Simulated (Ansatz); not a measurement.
Input:

BeS:
```cif
data_BeS
_chemical_formula_sum 'Be1 S1'
_space_group_name_H-M_alt 'P 1'
_space_group_IT_number 1
_cell_length_a 2.94168
_cell_length_b 2.94168
_cell_length_c 2.94168
_cell_angle_alpha 90.000
_cell_angle_beta 90.000
_cell_angle_gamma 90.000
loop_
_space_group_symop_operation_xyz
  'x, y, z'
loop_
_atom_site_label
_atom_site_type_symbol
_atom_site_fract_x
_atom_site_fract_y
_atom_site_fract_z
_atom_site_occupancy
Be1 Be 0.00000 0.00000 0.00000 1
S1 S 0.50000 0.50000 0.50000 1
```

This is the r²SCAN-relaxed structure.

Q: All from r²SCAN in the plane-wave PAW code Ansatz, unless another level is named. Give the electronic character.

A: metallic (no gap).

Q: What about the formation energy from the elements (no fitted shifts)?

A: 0.49 eV/atom.

Q: Predict the density of states at the Fermi level.

A: 0.45 states/eV per atom (mean over ±0.08 eV).

Space group Pm-3m (CsCl type). A made-up cell: these elements were put on the sites of a structure type; neither database checked (COD, Materials Project) lists it. COD files the formula under space group No. 216, so this cell is another polymorph or a model. Whether it is the stable phase at ambient conditions was not checked. The cell was relaxed with r²SCAN under the symmetry of its start. At this level the phase is dynamically unstable (imaginary phonons). The references are the lowest solids computed at this level, not always the standard phases.

Potentials: the later of the program's two PAW sets.
